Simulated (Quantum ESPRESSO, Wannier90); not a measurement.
## HfGe2 (Cmcm), plane waves to Wannier functions

```yaml
crystal:
  lattice:
    - [0.00000, 0.00000, 3.75280]
    - [-3.78610, 0.00000, 0.00000]
    - [1.89305, -7.48784, 0.00000]
  atoms:
    - { symbol: Hf, position: [0.75000, 0.10613, 0.21226] }
    - { symbol: Hf, position: [0.25000, 0.89387, 0.78774] }
    - { symbol: Ge, position: [0.75000, 0.44042, 0.88084] }
    - { symbol: Ge, position: [0.25000, 0.55958, 0.11916] }
    - { symbol: Ge, position: [0.25000, 0.25015, 0.50030] }
    - { symbol: Ge, position: [0.75000, 0.74985, 0.49970] }
```

Materials Project entry mp-13683; symmetrised, unrelaxed at this level. COD (Crystallography Open Database) has an entry of this formula and space group (matched by these alone). Computed values, not measurements, from PBEsol: Quantum ESPRESSO (norm-conserving PseudoDojo potentials, cutoff 63 Ry, no spin polarisation, no spin-orbit coupling) on a Γ-centred 4×6×6 mesh, then Wannier90. Density: 8×8×8 mesh, cold smearing 0.01 Ry. Spin-orbit coupling is left out although heavy elements are present.

Base run: 34 functions from bands 29-78 of the 78 computed, start hydrogen-like Hf: s;p;d; Ge: s;p, centres 0.05 Å off the atoms, frozen window up to 1.50 eV relative to the Fermi level, outer window open. Its settings: num_cg_steps = 5, trial_step = 2 and dis_mix_ratio = 0.5 (the program's defaults), conv_tol = 1.0e-6 over 4 steps, num_iter = 1000, dis_conv_tol = 1.0e-6, dis_num_iter = 1000. One of them is changed at a time.

```csv
run,disentanglement steps,localisation steps,Ω_I (Å²),Ω_total (Å²),ended
base,161,367,46.505,57.248,converged
trial_step = 0.5,161,319,46.505,57.248,converged
fixed_step = 0.5,161,1000,46.505,75.490,step limit
dis_num_iter = 20,20,1000,48.174,59.214,step limit
```
